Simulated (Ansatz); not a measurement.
Relax this structure to zero stress and force, keeping its symmetry:

```
CELL_PARAMETERS angstrom
-2.06480 2.06480 4.35898
2.06480 -2.06480 4.35898
2.06480 2.06480 -4.35898
ATOMIC_POSITIONS crystal
Li 0.50000 0.50000 0.00000
Li 0.25000 0.75000 0.50000
Li 0.75000 0.25000 0.50000
Ta 0.00000 0.00000 0.00000
O 0.00000 0.50000 0.50000
O 0.77786 0.77786 0.00000
O 0.50000 0.00000 0.50000
O 0.22214 0.22214 0.00000
```

Theory: Ansatz 0.2.0, DFT r2SCAN, scalar-relativistic, plane waves, PAW.

Cutoff 500 eV; k points 10×10×10 on the computed 8-atom cell (Γ-centred); Gaussian smearing, width 0.02 eV; no spin polarisation.

Q: What does it relax to?

A: The volume decreases by 0.39 Å³/atom to 8.90 Å³/atom, and the energy falls by 6.6 meV/atom. Final structure:
```cif
data_structure
_symmetry_space_group_name_H-M 'I4/mmm'
_symmetry_Int_Tables_number 139
_cell_length_a 4.0882
_cell_length_b 4.0882
_cell_length_c 8.5216
_cell_angle_alpha 90.000
_cell_angle_beta 90.000
_cell_angle_gamma 90.000
_cell_volume 142.42
loop_
_atom_site_label
_atom_site_type_symbol
_atom_site_symmetry_multiplicity
_atom_site_Wyckoff_symbol
_atom_site_fract_x
_atom_site_fract_y
_atom_site_fract_z
_atom_site_occupancy
Li1 Li 2 b 0.50000 0.50000 0.00000 1
Li2 Li 4 d 0.50000 0.00000 0.25000 1
Ta1 Ta 2 a 0.00000 0.00000 0.00000 1
O1 O 4 c 0.50000 0.00000 0.00000 1
O2 O 4 e 0.50000 0.50000 0.27502 1
```

Spin–orbit coupling is left out, which can shift energies with elements as heavy as these.

Cost: 1 run of about 3.7 core-minutes, on AMD EPYC (Zen 3) (shared hosts).